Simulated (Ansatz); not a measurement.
The elements of this relaxed trial crystal are hidden behind letters.

```
lattice vectors (Å)
   2.5564    0.0000    0.0000
   0.0000    2.5564    0.0000
   0.0000    0.0000    7.7619
fractional positions
X 0.0000 0.0000 0.5000
Z 0.0000 0.0000 0.8529
Z 0.0000 0.0000 0.1471
```

These are results of Ansatz, DFT PBE, scalar-relativistic, plane waves, PAW, not measurements. The final run on the 3-atom cell used 420 eV, a Γ-centred 18×18×6 mesh, 0.10 eV smearing and no spin polarisation.

```
Space group                                : P4/mmm (No. 123)
Conventional cell                          : a = 2.556 Å, c = 7.762 Å
Volume per atom                            : 16.91 Å³
Density                                    : 4.31 g/cm³
Formation energy                           : +0.15 eV/atom
Gap on the 18×18×6 mesh of the 3-atom cell : 0 eV (a metal)
```

Energies are uncorrected and count from the elements' standard states at the same level.

**Question.** X is a p-block element of period 4 and Z is a p-block element of period 3. Which elements are they?

**Answer.** X = Ga, Z = P, so the formula is GaP2. Density times volume gives a mean mass of 4.31 × 16.91/1.6605 = 43.9 u per atom, and this set has 43.9 u. Among the elements that the hints allow, noble gases aside, only these give it. Ga is surrounded by 4 Ga at 2.56 Å and 2 P at 2.74 Å; P has 1 P at 2.28 Å, 4 P at 2.56 Å and 1 Ga at 2.74 Å.

An odd number of electrons in the primitive cell allows no gap without spin; a larger cell or a magnetic state could open one. The cell is a metal run without spin; a magnetic state may lie lower. A structure relaxed within its symmetry needn't be a true minimum. Another cell of GaP2 relaxed alike, in Pmc2_1, lies 76 meV/atom lower, so this cell isn't the stable form at this level.
